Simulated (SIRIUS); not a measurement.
Input and output of a self-consistent single point for W (Im-3m, 2 atoms in the cell; from Materials Project mp-91, changed as shown) (SIRIUS).

Level of theory: LDA (PW92), FP-LAPW (LAPW with two local orbitals a valence shell; core below -3 Ha), all-electron full potential with ZORA scalar-relativistic valence and Dirac core in SIRIUS.

The change in words: lattice scaled by 1.02. Reference geometry (Im-3m):
```yaml
crystal:
  lattice:
    - [3.17032, 0.00000, 0.00000]
    - [0.00000, 3.17032, 0.00000]
    - [0.00000, 0.00000, 3.17032]
  atoms:
    - { symbol: W, position: [0.00000, 0.00000, 0.00000] }
    - { symbol: W, position: [0.50000, 0.50000, 0.50000] }
```

Reference input (self-consistent single point, DFT, LDA (PW92), FP-LAPW (LAPW with two local orbitals a valence shell; core below -3 Ha), all-electron full potential with ZORA scalar-relativistic valence and Dirac core): parameters.ngridk = 14 14 14; basis = LAPW with two local orbitals a valence shell, core below -3 Ha; unit_cell.atom_type_rmt = {W: 2.4} bohr; parameters.xc_functionals = [XC_LDA_X, XC_LDA_C_PW]; parameters.aw_cutoff = 7; parameters.pw_cutoff = 16 1/bohr; parameters.smearing = fermi_dirac; parameters.smearing_width = 0.00367493 Ha; parameters.electronic_structure_method = full_potential_lapwlo; parameters.lmax_apw = 8; parameters.lmax_rho = 8; parameters.lmax_pot = 8. This run's input differs from it in these lines:

```diff
@@ -36,5 +36,5 @@
     "lattice_vectors": [
-      [5.9910365274, 0.0, 0.0],
-      [0.0, 5.9910365274, 0.0],
-      [0.0, 0.0, 5.9910365274]
+      [6.1108565021, 0.0, 0.0],
+      [0.0, 6.1108565021, 0.0],
+      [0.0, 0.0, 6.1108565021]
     ],
@@ -51,3 +51,3 @@
         [0.0, 0.0, 0.0],
-        [2.9955182637, 2.9955182637, 2.9955182637]
+        [3.055428251, 3.055428251, 3.055428251]
       ]
```

Output, abridged:

```
[find] density tolerance         : 1e-06
[find] total energy tolerance    : 1e-07
[find] iter_solver_tol (initial) : 0.01
[find] iter_solver_tol (target)  : 1e-13
[find] num_dft_iter              : 100
Charges and magnetic moments
--------------------------------------------------------------------------------
atom      charge    core leakage
--------------------------------------------------------------------------------
   0   71.840862    0.000000e+00
   1   71.840862    0.000000e+00

total core leakage    : 0.00000000e+00
interstitial charge   : 4.318277
total charge          : 148.000000
[find] | SCF iteration   0 out of 100|
   [... lines left out ...]
[find]    1   71.575454    2.262600e-06
[find] total core leakage    : 4.52520016e-06
[find] interstitial charge   : 4.849086
[find] total charge          : 147.999993
[find] Energy
[find] smearing (-TS)                 :      -0.00128201
[find] Total energy                   :  -32313.42743908 (Ha),  -64626.85487817 (Ry)
[find] Free energy (E-TS)             :  -32313.42872110 (Ha),  -64626.85744220 (Ry)
[find] band gap (eV)                  :       0.00000000
[find] Efermi                         :       0.46374088
[find] iteration : 9, RMS (target) : 7.7873e-08 (1.0000e-06) , energy difference (target) : 1.9802e-08 (1.0000e-07)
[find] converged after 10 SCF iterations!
[find] Charges and magnetic moments
[find] atom      charge    core leakage
[find]    0   71.575454    2.262600e-06
[find]    1   71.575454    2.262600e-06
[find] total core leakage    : 4.52520016e-06
[find] interstitial charge   : 4.849086
[find] total charge          : 147.999993
[find] Energy
[find] smearing (-TS)                 :      -0.00128201
[find] Total energy                   :  -32313.42743908 (Ha),  -64626.85487817 (Ry)
[find] Free energy (E-TS)             :  -32313.42872110 (Ha),  -64626.85744220 (Ry)
[find] band gap (eV)                  :       0.00000000
[find] Efermi                         :       0.46374088
[ground_state] ==== total Forces in Ha/bohr =====
[ground_state] atom:    0, force:       0.0000000      0.0000000      0.0000000
[ground_state] atom:    1, force:       0.0000000      0.0000000      0.0000000
```

The run converged in 10 iterations. Against the reference run the free energy goes up by 92.1 meV/atom.

The structure comes from a collection of computed structures, made at another level of theory; the collection holds predicted forms beside known ones. Values depend on the basis (sphere radii, cutoffs, local orbitals), which need not be converged.

Cost on one core: very roughly 30 core-seconds.

The gap that the log prints is read on the run's mesh, which can miss the band edges or a crossing.
